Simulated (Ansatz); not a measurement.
Relaxation of a generated cell, Ni placed in the AFLOW prototype A_mP4_4_2a (as in Te); 4 atoms in the cell, which starts as P2₁ (No. 4), mP4; a = 2.2743 Å, b = 5.5047 Å, c = 3.4876 Å, α = γ = 90.00°, β = 92.71°. Computed with r2SCAN (plane waves to 500 eV, PAW, scalar-relativistic; Ansatz, an electronic-structure program). Γ-centred k-mesh 14×6×9 on the run's cell (coarser than for final values), Fermi–Dirac smearing 0.05 eV. This is the first round of the run. Spin-polarised start, with parallel moments on Ni.

The optimiser's lines from the output (shortened; P is positive under compression):

```
relax step   1: F+E_penalty+E_count = -23379.02962991 eV  Δ(F+E_penalty+E_count) = +0.000e0 eV  max|allowed force component| = 1.767e0 eV/Å  Δτ_max = 0.0000 Å  P = +13.171 GPa  Ω = 43.614 Å³  (34 SCF iters, dr2 threshold 1.00e-7 eV, accepted)
relax step   2: F+E_penalty+E_count = -23379.96698681 eV  Δ(F+E_penalty+E_count) = -9.374e-1 eV  max|allowed force component| = 1.631e0 eV/Å  Δτ_max = 0.1632 Å  P = +5.135 GPa  Ω = 43.290 Å³  (26 SCF iters, dr2 threshold 4.00e-7 eV, accepted)
relax step   3: F+E_penalty+E_count = -23380.76793493 eV  Δ(F+E_penalty+E_count) = -8.009e-1 eV  max|allowed force component| = 1.025e0 eV/Å  Δτ_max = 0.1802 Å  P = +1.411 GPa  Ω = 42.548 Å³  (22 SCF iters, dr2 threshold 4.00e-7 eV, accepted)
relax step   4: F+E_penalty+E_count = -23381.16893438 eV  Δ(F+E_penalty+E_count) = -4.010e-1 eV  max|allowed force component| = 1.967e-1 eV/Å  Δτ_max = 0.2000 Å  P = -0.296 GPa  Ω = 42.245 Å³  (16 SCF iters, dr2 threshold 4.00e-7 eV, accepted)
relax step   5: F+E_penalty+E_count = -23381.18700544 eV  Δ(F+E_penalty+E_count) = -1.807e-2 eV  max|allowed force component| = 1.255e-2 eV/Å  Δτ_max = 0.0357 Å  P = -0.063 GPa  Ω = 42.168 Å³  (11 SCF iters, dr2 threshold 4.00e-7 eV, accepted)
relax step   6: F+E_penalty+E_count = -23381.18707815 eV  Δ(F+E_penalty+E_count) = -7.271e-5 eV  max|allowed force component| = 4.463e-4 eV/Å  Δτ_max = 0.0025 Å  P = -0.008 GPa  Ω = 42.157 Å³  (10 SCF iters, dr2 threshold 4.44e-8 eV, accepted)
relax step   7: F+E_penalty+E_count = -23381.18791236 eV  Δ(F+E_penalty+E_count) = -8.342e-4 eV  max|allowed force component| = 5.055e-4 eV/Å  Δτ_max = 0.0000 Å  P = -0.048 GPa  Ω = 42.157 Å³  stress off target by 9.94e-2 GPa  SCF on the basis re-selected at this cell (its energy is not comparable with the rows above)  (17 SCF iters)
relax step   8: F+E_penalty+E_count = -23381.18792529 eV  Δ(F+E_penalty+E_count) = -1.293e-5 eV  max|allowed force component| = 7.378e-5 eV/Å  Δτ_max = 0.0001 Å  P = +0.001 GPa  Ω = 42.148 Å³  (7 SCF iters, dr2 threshold 2.47e-8 eV, accepted)
relax step   9: F+E_penalty+E_count = -23381.18791327 eV  Δ(F+E_penalty+E_count) = +1.202e-5 eV  max|allowed force component| = 5.587e-5 eV/Å  Δτ_max = 0.0000 Å  P = -0.000 GPa  Ω = 42.148 Å³  stress off target by 1.20e-3 GPa  SCF on the basis re-selected at this cell (its energy is not comparable with the rows above)  (12 SCF iters)
```

From the first to the last row the energy changes by -0.54 eV/atom and the volume by -3.4 %. The last row is marked as not comparable with the walk above it, whose basis was carried along; it does compare with step 1, since both stand on a basis selected at the nominal cutoff for their own cell.

Later rounds, restarted from the end of this one on a renewed k-mesh, logged 10 more steps and released under 0.01 eV/atom more. The final structure after all rounds: Fm-3m (No. 225), cF4, fcc (Cu type); a = b = c = 3.4798 Å, α = β = γ = 90.00°. Between re-selections the logged energies stand on a plane-wave basis carried along with the cell. Spin state reached: ferromagnetic (net 0.74 μB/atom), from parallel starting moments; other spin orders were not run from this start. r2SCAN tends to overstate moments in metals.

The run could not lose the symmetry of its start; a randomly shaken copy of 2 atoms returns to this structure.
